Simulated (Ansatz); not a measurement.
Sheets of one type (ordered double-metal MXene-type), r²SCAN+D4 in the plane-wave PAW code Ansatz; HSE06 gaps on those cells.

```tsv
layer	a (Å)	thickness (Å)
HfMo2C2O2	(withheld)	(withheld)
Mo2ZrC2O2	3.008	7.76
Mo2TiC2O2	2.924	7.55
HfW2C2O2	2.993	7.75
```

Question: What belongs in the gaps?

Answer: 
- HfMo2C2O2, a (Å): 2.996
- HfMo2C2O2, thickness (Å): 7.71

All cells were relaxed under the symmetry of their starts (and spin orders); stability against distortions was not tested throughout. Rows with no word on spin ran without spin polarisation. No Hubbard U is applied. Spin–orbit coupling is left out wherever it is not named. Constructed layers (a layer type filled with these elements): HfMo2C2O2, ordered double-metal MXene-type layer; Mo2ZrC2O2, ordered double-metal MXene-type layer; Mo2TiC2O2, ordered double-metal MXene-type layer; HfW2C2O2, ordered double-metal MXene-type layer.

Potentials: the later of the program's two PAW sets.
